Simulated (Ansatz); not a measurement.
Question: Each is relaxed and computed with DFT-HSE06 in the program Ansatz with PAW potentials. Which is the only one with a gap?
A) Hf3Ge, Fm-3m (Ge on 4a, Hf on 4b, Hf on 8c)
B) Ti3Ge, Fm-3m (Ge on 4a, Ti on 4b, Ti on 8c)
C) Cs2AgBiBr6, Fm-3m (Bi on 4a, Ag on 4b, Cs on 8c, Br on 24e)
D) Hf3Si, Fm-3m (Si on 4a, Hf on 4b, Hf on 8c)

Answer: C, Cs2AgBiBr6, Fm-3m (Bi on 4a, Ag on 4b, Cs on 8c, Br on 24e). Cs2AgBiBr6: gap 2.21 eV (indirect); Hf3Ge: metal; Hf3Si: metal; Ti3Ge: metal. Constructed cells (a structure type filled with these elements, in neither database checked): Hf3Ge, Fm-3m (Ge on 4a, Hf on 4b, Hf on 8c); Hf3Si, Fm-3m (Si on 4a, Hf on 4b, Hf on 8c). Built on a structure type that need not be the filed one of that space group: Ti3Ge, Fm-3m (Ge on 4a, Ti on 4b, Ti on 8c). Standing as an ambient phase not checked: Ti3Ge, Fm-3m (Ge on 4a, Ti on 4b, Ti on 8c). All cells were relaxed under the symmetry of their starts (and spin orders); stability against distortions was not tested throughout. Rows with no word on spin ran without spin polarisation. Scalar-relativistic: spin–orbit coupling is off unless named, which matters more the heavier the elements.

Potentials: the later of the program's two PAW sets.
